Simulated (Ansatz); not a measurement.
AlBRu (Cmcm), relaxed with PBE (Ansatz, a first-principles code, plane waves, PAW): a = 2.896 Å, b = 13.601 Å, c = 3.411 Å, α = β = γ = 90.00°.

| Property | Value |
|---|---|
| ΔH_f (eV/atom) | -0.23 |

Task: The same phase is relaxed and computed with r²SCAN in the same code. What are the cell and these values now?

Result: a = 3.233 Å, b = 13.463 Å, c = 3.058 Å, α = β = γ = 90.00°.

* **ΔH_f (eV/atom)**: -0.24

Typed or built starts, not in the databases checked: AlBRu, Cmcm (Al on 4c, B on 4c, Ru on 4c). All cells were relaxed under the symmetry of their starts (and spin orders); stability against distortions was not tested throughout. Rows with no word on spin ran without spin polarisation. Spin–orbit coupling is left out wherever it is not named.

Potentials: the later of the program's two PAW sets.

Ansatz is a plane-wave DFT program.

Formation energies count from the lowest solids of the elements computed at the same level, not from gases.
